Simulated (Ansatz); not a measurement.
Computed with Ansatz, DFT PBE, scalar-relativistic, plane waves, PAW. Settings: cutoff 420 eV, Γ-centred meshes spaced at most about 0.3 Å⁻¹, and about 0.25 Å⁻¹ or finer for metals (2π included), Gaussian smearing. No spin polarisation in the final relaxations.

Temperature and zero-point effects are left out. All come from trial cells, and lower structures may exist.

Task: Which of these relaxed structures of RbAl4Cl is the lowest in energy?
A.

```
Rb Al Cl
1.0
     5.78995    0.00000    0.00000
    -2.89497    5.01424    0.00000
     0.00000    0.00000    5.09982
Rb Al Cl
1 4 1
Direct
  0.33333 0.66667 0.00000
  0.00000 0.00000 0.00000
  0.33527 0.16763 0.50000
  0.83237 0.16763 0.50000
  0.83237 0.66473 0.50000
  0.66667 0.33333 0.00000
```

B.

```
Rb Al Cl
1.0
     4.98229    0.00000    0.00000
     0.00000    3.50575    4.42990
     0.00000   -3.50575    4.42990
Rb Al Cl
1 4 1
Direct
  0.00000 0.37729 0.37729
  0.00000 0.01292 0.01292
  0.50000 0.24698 0.86838
  0.50000 0.86838 0.24698
  0.50000 0.75344 0.75344
  0.00000 0.74401 0.74401
```

Result: B. It has space group Amm2 (No. 38); the next, A, with space group P-6m2 (No. 187), lies 113 meV/atom higher. The shortest distance is 2.38 Å (Al–Cl) in the lowest and 2.88 Å (Al–Al) in the next.

Cells relaxed within their symmetry can be saddle points. The Amm2 cell of RbAl4Cl came from shaking the P-6m2 one. Some structure types and database cells were kept out of the candidates from the start, so a known form may be missing.
